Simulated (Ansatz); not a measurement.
One crystal and one scan (scan of one atom of the cell) at two levels, r2SCAN (plane waves to 500 eV, PAW, scalar-relativistic; Ansatz, a first-principles code) and PBE (plane waves to 420 eV, PAW, scalar-relativistic; Ansatz), each from its own relaxed cell and on its own mesh. The cell shown is that of r2SCAN.

Tl (hcp, Mg type)

```
CELL_PARAMETERS angstrom
      7.04140     0.00000     0.00000
     -1.76035     3.04902     0.00000
      0.00000     0.00000     5.60254
ATOMIC_POSITIONS crystal
  Tl 0.16667 0.66667 0.75000
  Tl 0.66667 0.66667 0.75000
  Tl 0.33333 0.33333 0.25000
  Tl 0.83333 0.33333 0.25000
```

In each cell atom 1 (Tl, nearest neighbour Tl at 3.461 Å; its periodic images, 3.5 Å or more away, move with it) moves by s·(0.000, 0.000, 1.000) (along Cartesian z), the rest being held.

E stands for the smeared free energy. Spin-orbit coupling is left out, though Tl is heavy. The PAW data are Ansatz's earlier set. Tl was relaxed with its symmetry unable to fall. With partly filled bands, energies and forces of such displacements shift with the k mesh and the smearing. Percentages come from the unrounded values. Both scans cover s from -0.350 to 0.350 Å.

Results of r2SCAN:

| Quantity | Result |
|---|---|
| Lattice constant a (Å) | 3.521 |
| Lattice constant c (Å) | 5.603 |
| Relaxed volume (Å³/atom) | 30.07 |
| Force along the line at s = -0.350 Å (eV/Å) | 0.770 |
| Force constant k = d²E/ds² at s = 0 (finite differences) (eV/Å²) | 2.10 |
| Symmetry of the curve | even: the same for both signs |
| Shape of the curve | a single well with its minimum at or next to zero displacement |

### Question
Estimate the PBE values.

### Answer
```tsv
quantity	PBE	r2SCAN − PBE
Lattice constant a (Å)	3.607	-0.086 (-2.4 %)
Lattice constant c (Å)	5.577	+0.026 (+0.5 %)
Relaxed volume (Å³/atom)	31.43	-1.36 (-4.3 %)
Force along the line at s = -0.350 Å (eV/Å)	0.775	-0.005 (-0.7 %)
Force constant k = d²E/ds² at s = 0 (finite differences) (eV/Å²)	2.12	-0.02 (-1 %)
```

r2SCAN gives the higher value for: lattice constant c. r2SCAN gives the lower value for: lattice constant a; relaxed volume. They agree on: force along the line at s = -0.350 Å (within 1.5 %); force constant k = d²E/ds² at s = 0 (within 1.5 %). Both give the same symmetry of the curve: even: the same for both signs.

(A displaced cell: forces are minus the slopes of the energy, force constants its curvatures, and phonons follow from these.)
